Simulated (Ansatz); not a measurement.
SnAu (NiAs type)

```
CELL_PARAMETERS angstrom
      4.33265     0.00000     0.00000
     -2.16633     3.75219     0.00000
      0.00000     0.00000     5.55623
ATOMIC_POSITIONS crystal
  Sn 0.66667 0.33333 0.75000
  Sn 0.33333 0.66667 0.25000
  Au 0.00000 0.00000 0.50000
  Au 0.00000 0.00000 0.00000
```

The slice is a (-1 1 0 2) plane (indices of the conventional cell) through the point (0.667, 0.333, 0.750) (fractional), spanned by u = [110] and v = [1 -1 1] in vectors of this cell: u (4.33 Å) and v (9.34 Å, at 90° to u). It covers one period; positions are fractions (u, v).

Computed with PBEsol (plane waves to 420 eV, PAW, scalar-relativistic; Ansatz, a program for electronic structure). k mesh 12×12×9. Inside the PAW spheres the values are not all-electron values, and peaks at nuclei hang on which shells count as valence. SnAu was relaxed with its symmetry unable to fall. Spin-orbit coupling is left out, though Au is heavy.

Task: Sketch the valence electron density on this plane as a map.

Result: 
```tsv
v \ u	0.00	0.18	0.36	0.55	0.73	0.91
0.92	0.1	-0.4	-0.5	-0.3	-0.5	-0.1
0.83	-0.9	-0.7	0.5	0.9	-0.2	-0.9
0.75	-0.9	-0.7	0.2	0.7	-0.4	-0.9
0.67	-0.2	-0.6	-0.7	-0.6	-0.7	-0.3
0.58	0.1	-0.5	-1.2	-1.3	-0.9	-0.1
0.50	-0.5	-0.8	-1.4	-1.6	-1.1	-0.6
0.42	-0.3	-0.7	-1.2	-1.3	-1.0	-0.4
0.33	0.9	0.1	-0.8	-0.9	-0.5	0.7
0.25	0.7	-0.1	-0.8	-0.9	-0.6	0.5
0.17	-0.5	-0.8	-1.2	-1.3	-1.0	-0.6
0.08	0.1	-0.5	-1.2	-1.3	-0.9	-0.1
0.00	1.2	0.1	-0.9	-1.0	-0.6	0.9
```

Values: log₁₀ of the valence density in e/Å³. The scale is logarithmic, as a density can span decades between atoms and voids.
